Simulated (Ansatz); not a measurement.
## Ansatz run, GaBPd3

input.yaml (Ansatz 0.2.0)

```yaml
crystal:
  lattice:
    - [3.927872, 0.0, 0.0]
    - [0.0, 3.927872, 0.0]
    - [0.0, 0.0, 3.927872]
  atoms:
    - { symbol: B, position: [0.5, 0.5, 0.5] }
    - { symbol: Pd, position: [0.0, 0.5, 0.5] }
    - { symbol: Pd, position: [0.5, 0.0, 0.5] }
    - { symbol: Pd, position: [0.5, 0.5, 0.0] }
    - { symbol: Ga, position: [0.0, 0.0, 0.0] }
  symmetry: { tolerance: 0.0003 }
kpoints:
  mp_grid: { grid: [9, 9, 9], shift: [0, 0, 0] }
  band_path:
    path:
      - [0.0, 0.0, 0.0]
      - [0.0, 0.5, 0.0]
      - [0.5, 0.5, 0.0]
      - [0.0, 0.0, 0.0]
      - [0.5, 0.5, 0.5]
      - [0.0, 0.5, 0.0]
      - [0.5, 0.5, 0.5]
      - [0.5, 0.5, 0.0]
    npoints: 8
magnetization:
  spin_polarized: false
scf:
  occupations: { method: fermi_dirac, width: 0.107 }
  lower_state_search: "off"
  max_iter: 200
hamiltonian:
  pseudopotentials: { kind: paw }
  xc: pbe
basis:
  ecutwfc: 420
  fft_grid_basis: typed
output:
  forces: true
  stress: true
  eigenvalues: true
  bader: true
  populations: true
  elf: true
  write_potential: true
  volumetric_format: npy
  dos:
    e_range: [-12, 8]
    de: 0.05
    projected: { site_lists: { B: [B], Ga: [Ga], Pd: [Pd] } }
checkpoint:
  read: saved_state
```

The saved state is an earlier solution for the same cell, perhaps on another mesh. 

Parts of the output:

```
SCF iter   1: F=—  Δρ=1.85e-3  dr2=4.17e-4
SCF iter   2: F=—  Δρ=9.79e-4  dr2=1.63e-4
SCF iter   3: F=—  Δρ=1.22e-4  dr2=1.61e-5
SCF iter   4: F=—  Δρ=8.76e-5  dr2=3.71e-6
SCF iter   5: F=-24857.4062 eV  Δρ=1.26e-5  dr2=9.23e-8
SCF iter   6: F=-24857.4062 eV  Δρ=2.41e-6  dr2=2.85e-9
Free energy (F): -24857.4062 eV
Harris-Foulkes:  -24857.4062 eV  (|F-HF|=8.91e-10)
Internal energy: -24857.3349 eV  (E = F + TS)
E sigma→0 (E₀):  -24857.3705 eV
Entropy (-TS):   -0.0713 eV (-14.269 meV/atom)
Fermi energy:    20.3214 eV
--- Stress (GPa, compression-positive) ---
       41.3827       0.0000       0.0000
        0.0000      41.3827       0.0000
        0.0000       0.0000      41.3827
  P = ⅓ Tr σ = 41.3827 GPa (413.827 kbar)
--- Löwdin populations: 5 sites ---
  site symbol       q [e]
     0      B      4.2103
     1     Pd     17.1574
     2     Pd     17.1574
     3     Pd     17.1574
     4     Ga     14.0238
  spilling = 0.0042 (of n_electrons = 70.0000)
--- Bader charges: 5 sites ---
  site symbol  charge [e]  shift [e]
     0      B      0.2765     0.0394
     1     Pd     -0.3054     0.0131
     2     Pd     -0.3054     0.0131
     3     Pd     -0.3054     0.0131
     4     Ga      0.6396     0.0002
```

Total energies depend on the potentials used, so only differences within one code and one set of settings carry meaning.

Origin: a known structure type with other elements, at an estimated volume, so it need not be a known compound. Caveats: atoms or cell far from equilibrium.
